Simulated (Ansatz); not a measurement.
A geometry of Cu away from equilibrium: step 2 of the relaxation of a generated cell, Cu built in the AFLOW prototype A_oC4_63_c (A20). These are r2SCAN (plane waves to 500 eV, PAW, scalar-relativistic; Ansatz, a first-principles code) values and carry that method's errors. Γ-centred k-mesh 15×15×8 on the run's cell (coarser than for final values), Fermi–Dirac smearing 0.05 eV. The plane waves were selected for a different cell earlier on the path.

```
Cu
1.0
    1.19565    -2.33963     0.00000
    1.19565     2.33963     0.00000
    0.00000     0.00000     4.11155
Cu
2
Direct
  0.88438   0.11562   0.25000
  0.11562   0.88438   0.75000
```

Give the Cartesian forces on all atoms (eV/Å).


| atom | Fx | Fy | Fz |
|---|---|---|---|
| Cu1 | 0.00 | 0.83 | 0.00 |
| Cu2 | 0.00 | -0.83 | 0.00 |

The path ends in P6₃/mmc (No. 194) (hcp (Mg type)). No spin polarisation in the result.

The run could not lose the symmetry of its start, so the end can be a saddle point.

The end of the path is a generated cell of Cu: the first start was made by placing the elements on the sites of a structure type, and the end was not matched to a known phase here, so it may be hypothetical. Known forms of Cu include space group No. 225.
